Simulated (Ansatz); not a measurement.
From the elastic tensor of BiMo3 to moduli and sound speeds

Method: DFT PBE, scalar-relativistic, plane waves, PAW in Ansatz 0.2.0. Cutoff 420 eV, 6×6×6 k-points (Γ-centred), Gaussian smearing of 0.10 eV. No spin polarisation.

Space group Pm-3n (No. 223), cubic, a = 5.198 Å. Bi is surrounded by 12 Mo at 2.91 Å; around Mo lie 2 Mo at 2.60 Å, 4 Bi at 2.91 Å and 8 Mo at 3.18 Å.

It was reached by relaxing an invented guess, and it needn't be the stable form of this composition. In a metal, frequencies and elastic constants depend on the k mesh and the smearing, soft modes and shear constants most. Spin–orbit coupling is left out, which matters for heavy elements.

Relaxed-ion constants (GPa, on the Cartesian axes of the calculation):
```
305.4 138.7 138.7   0.0   0.0   0.0
138.7 305.4 138.7   0.0   0.0   0.0
138.7 138.7 305.4   0.0   0.0   0.0
  0.0   0.0   0.0  64.8   0.0   0.0
  0.0   0.0   0.0   0.0  64.8   0.0
  0.0   0.0   0.0   0.0   0.0  64.8
```

Density 11.750 g/cm³; 8 atoms in 140.42 Å³.

With S = C⁻¹: B_V = (C11+C22+C33+2(C12+C13+C23))/9, G_V = (C11+C22+C33−C12−C13−C23+3(C44+C55+C66))/15, 1/B_R = S11+S22+S33+2(S12+S13+S23), 15/G_R = 4(S11+S22+S33−S12−S13−S23)+3(S44+S55+S66); Hill is their mean. Then v_l = √((B+4G/3)/ρ), v_t = √(G/ρ), v_m = [(2/v_t³+1/v_l³)/3]^(−1/3) and Θ = (ħ/k_B)·v_m·(6π²n/V)^(1/3) for n atoms in the volume V; E = 9BG/(3B+G), ν = (3B−2G)/(2(3B+G)) and A^U = 5G_V/G_R + B_V/B_R − 6.

```
Bulk modulus, Voigt / Reuss / Hill          : 194.2 / 194.2 / 194.2 GPa
Shear modulus, Voigt / Reuss / Hill         : 72.2 / 71.1 / 71.6 GPa
Young's modulus                             : 191 GPa
Poisson ratio                               : 0.336
Pugh ratio B/G                              : 2.71 (over 1.75, the rule of thumb for ductile)
Universal anisotropy index                  : 0.08
Longitudinal and transverse sound speeds    : 4966 and 2469 m/s
Debye temperature from the mean sound speed : 317 K
```
